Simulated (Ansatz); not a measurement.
I:
```yaml
crystal:
  lattice:
    - [-2.06276, 2.06276, 2.06276]
    - [2.06276, -2.06276, 2.06276]
    - [2.06276, 2.06276, -2.06276]
  atoms:
    - { symbol: I, position: [0.00000, 0.00000, 0.00000] }
```

Relaxed with r²SCAN+D4. Special points in fractions of this cell's reciprocal vectors: Γ (0.000, 0.000, 0.000); H (0.500, -0.500, 0.500); N (0.000, 0.000, 0.500); P (0.250, 0.250, 0.250).

Q: List the band energies nearest the Fermi level at these points for r²SCAN+D4 with spin–orbit coupling in the plane-wave PAW code Ansatz.

A: In eV from the Fermi level; about four levels below and three above (degenerate sets whole), none deeper than 8.9 eV; … stands for higher levels left out; points with the same levels are listed once.

```json
[
 {"k": "Γ", "below": "-0.11 -0.11", "above": "1.28 1.28 1.28 1.28"},
 {"k": "H", "below": "-2.55 -2.55 -2.55 -2.55", "above": "4.85 4.85 4.85 4.85"},
 {"k": "N", "below": "-4.82 -4.82 -1.02 -1.02", "above": "0.59 0.59 6.31 6.31"},
 {"k": "P", "below": "-2.55 -2.55 -2.55 -2.55", "above": "11.15 11.15 …"}
]
```

Space group Im-3m (bcc (W type)). A made-up cell: these elements were put on the sites of a structure type; the Crystallography Open Database copy checked does not list it. It is not the phase usual at ambient conditions (space group No. 64). Symmetry was held in the r²SCAN+D4 relaxation. At this level the phase is mechanically unstable. With an odd number of electrons in the cell and no spin polarisation, the count alone makes it a metal.

Potentials: the later of the program's two PAW sets.
